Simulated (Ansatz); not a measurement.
MgH2 (rutile, space group No. 136) at seven volumes, r²SCAN in the plane-wave PAW code Ansatz, shape and atoms relaxed at each. One row is withheld.

| V (Å³/atom) | P (GPa) |
|---|---|
| 9.142 | 5.72 |
| 9.443 | 3.54 |
| 9.744 | 1.65 |
| 10.046 | -0.01 |
| 10.347 | ? |
| 10.649 | -2.71 |
| 10.950 | -3.81 |

**Question.** Fit the shown pressures and predict the withheld one.

**Answer.** P = (3/2)B₀(x^(7/2) − x^(5/2))[1 + (3/4)(B′ − 4)(x − 1)] with x = (V₀/V)^(2/3). Least squares on the six rows gives V₀ = 10.044 Å³/atom, B₀ = 51.5 GPa, B′ = 3.55. At V = 10.347, x = 0.9804 and P = -1.45 GPa. The run itself gave -1.46 GPa.

Space group P4_2/mnm (rutile). The cell was relaxed with r²SCAN under the symmetry of its start.

Potentials: the later of the program's two PAW sets.
